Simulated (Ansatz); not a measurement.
This cell of Rh₂O₃ (corundum) is off equilibrium:

```
CELL_PARAMETERS angstrom
      2.59471     1.49805     4.67982
     -2.59471     1.49805     4.67982
      0.00000    -2.99611     4.67982
ATOMIC_POSITIONS crystal
  Rh 0.84894 0.84894 0.84894
  Rh 0.15106 0.15106 0.15106
  Rh 0.65106 0.65106 0.65106
  Rh 0.34894 0.34894 0.34894
  O  0.04834 0.45166 0.75000
  O  0.95166 0.54834 0.25000
  O  0.75000 0.04834 0.45166
  O  0.25000 0.95166 0.54834
  O  0.45166 0.75000 0.04834
  O  0.54834 0.25000 0.95166
```

Method: PBEsol (plane waves to 420 eV, PAW, scalar-relativistic; Ansatz, an electronic-structure program). k mesh 8×8×8 (Γ-centred), Fermi-Dirac smearing 0.05 eV. E stands for the smeared free energy. Compression counts positive. Rh2O3 is run without spin polarisation and with no Hubbard U. Rh2O3 was relaxed with its symmetry unable to fall.

Give the stress tensor in GPa and the pressure.


```
  -11.1      0.0      0.0
    0.0    -11.1      0.0
    0.0      0.0    -10.0
```
The pressure, a third of the trace, is -10.7 GPa.

It is the relaxed cell scaled evenly to V/V₀ = 1.048, atoms relaxed where free. What is its energy relative to the relaxed cell?

17.5 meV/atom.

(Under strain, the slope of the energy per volume gives the stress and its curvature an elastic modulus.)
